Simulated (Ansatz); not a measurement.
ZrSeS:
Space group P3m1 (No. 156); a = 3.6468 Å, b = 3.6468 Å, c = 5.8158 Å, α = 90.00°, β = 90.00°, γ = 120.00°

```tsv
atom	site	symmetry	x	y	z
Zr	1a	3m.	0.0000	0.0000	0.0133
Se	1c	3m.	0.6667	0.3333	0.7330
S	1b	3m.	0.3333	0.6667	0.2536
```

Relaxed at zero pressure with LDA in the plane-wave PAW code Ansatz.

Q: The volume is raised by 3 % and shape and atoms relax at that volume. What pressure results, and how do the axes share the change?

A: -0.8 GPa; a 0.5 %, b 0.5 %, c 2.1 %; the energy rises by 2 meV/atom.

Q: Give the new structure.

A: 
Space group P3m1 (No. 156); a = b = 3.664 Å, c = 5.935 Å, α = β = 90.00°, γ = 120.00°

| atom | site | symmetry | x | y | z |
|---|---|---|---|---|---|
| Zr | 1a | 3m. | 0.0000 | 0.0000 | 0.0133 |
| Se | 1c | 3m. | 0.6667 | 0.3333 | 0.7391 |
| S | 1b | 3m. | 0.3333 | 0.6667 | 0.2476 |

The phase is kept; no other phase was compared at this pressure.

The workflow started from a Materials Project entry (that database holds measured and hypothetical structures alike); the Crystallography Open Database copy checked does not list it. With Se and S taken as one species the cell has the higher symmetry P-3m1, so it may be an ordered model of a mixed-site phase. Its standing as an ambient phase is unchecked. Symmetry was held in the LDA relaxation; whether a distortion lowers the energy is not shown. No spin polarisation was allowed. A crystal of weakly bound layers computed without a dispersion correction: the cell and the soft elastic constants depend strongly on that.

Potentials: the later of the program's two PAW sets.
